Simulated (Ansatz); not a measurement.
**Sc3Si5, first-principles data**

Sc3Si5:
```yaml
crystal:
  lattice:
    - [6.35927, 0.00000, 0.00000]
    - [-3.17963, 5.50729, 0.00000]
    - [0.00000, 0.00000, 7.81007]
  atoms:
    - { symbol: Sc, position: [0.00000, 0.67214, 0.00000] }
    - { symbol: Si, position: [0.07516, 0.40833, 0.25000] }
    - { symbol: Sc, position: [0.67214, 0.00000, 0.00000] }
    - { symbol: Si, position: [0.00000, 0.00000, 0.25000] }
    - { symbol: Si, position: [0.59167, 0.66683, 0.25000] }
    - { symbol: Sc, position: [0.32786, 0.32786, 0.00000] }
    - { symbol: Si, position: [0.66667, 0.33333, 0.25000] }
    - { symbol: Si, position: [0.33317, 0.92484, 0.25000] }
    - { symbol: Sc, position: [0.00000, 0.67214, 0.50000] }
    - { symbol: Si, position: [0.33333, 0.66667, 0.75000] }
    - { symbol: Si, position: [0.92484, 0.33317, 0.75000] }
    - { symbol: Sc, position: [0.67214, 0.00000, 0.50000] }
    - { symbol: Si, position: [0.00000, 0.00000, 0.75000] }
    - { symbol: Si, position: [0.66683, 0.59167, 0.75000] }
    - { symbol: Sc, position: [0.32786, 0.32786, 0.50000] }
    - { symbol: Si, position: [0.40833, 0.07516, 0.75000] }
```

Space group P-62c (No. 190); conventional cell a = b = 6.3593 Å, c = 7.8101 Å, α = β = 90.00°, γ = 120.00°.

Method: PBE (plane waves, PAW; program Ansatz). The cell and atoms are relaxed at this level. Other levels are named where they apply.

Cell and energy:

```json
{
 "volume_per_atom": "17.10 Å³",
 "density": "3.34 g/cm³",
 "Formation energy from the elements (no fitted shifts)": "-0.62 eV/atom"
}
```

Electronic structure:

```json
{
  "electronic_character": "metallic (no gap)",
  "Density of states at the Fermi level": "0.30 states/eV per atom (mean over ±0.08 eV)"
}
```

Mechanics:

```json
{
  "Bulk modulus (Birch–Murnaghan fit)": "96.2 GPa",
  "Pressure derivative B′": "4.4"
}
```

The start of the workflow was typed in or built on a structure type; neither database checked (COD, Materials Project) lists it. Whether it is the stable phase at ambient conditions was not checked. The cell was relaxed with PBE under the symmetry of its start; its stability against distortions is not shown here. No spin polarisation was allowed. The references are the lowest solids computed at this level, not always the standard phases.

Potentials: the earlier of the program's two PAW sets.
